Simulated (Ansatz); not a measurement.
Space group Fd-3m:1 (No. 227). a = 7.115 Å, b = 7.115 Å, c = 7.115 Å, α = 90.00°, β = 90.00°, γ = 90.00°
```
atom site symmetry x y z
  Ca    8b      -43m  0.0000  0.0000  0.5000
  Ni   16c      .-3m  0.1250  0.1250  0.1250
```

Equation of state of this CaNi₂ structure (not necessarily the ground state), with shape and atoms relaxed at each volume where symmetry leaves them free. It has no gap at any of these volumes. All numbers below come from Ansatz 0.2.0, DFT r2SCAN, scalar-relativistic, plane waves, PAW.

Cutoff 500 eV; k points 10×10×10 on the computed 6-atom cell (Γ-centred); Gaussian smearing, width 0.10 eV; no spin polarisation.

| V (Å³/atom) | E − E(largest V) (meV/atom) | P (GPa) |
| --- | --- | --- |
| 14.107 | 3.36 | 7.23 |
| 14.558 | -11.24 | 3.32 |
| 15.008 | -15.69 | 0.00 |
| 15.458 | -11.52 | -2.83 |
| 15.908 | 0.00 | -5.24 |

Task: Fit a third-order Birch–Murnaghan equation to E(V).

Result: V0 = 15.00 Å³/atom, B0 = 102 GPa, B0' = 4.4.

Spin polarisation was left out, and a magnetic state may lie lower.

Cost: 5 runs of about 5.4 core-minutes in all, on Arm Neoverse V1 (shared hosts).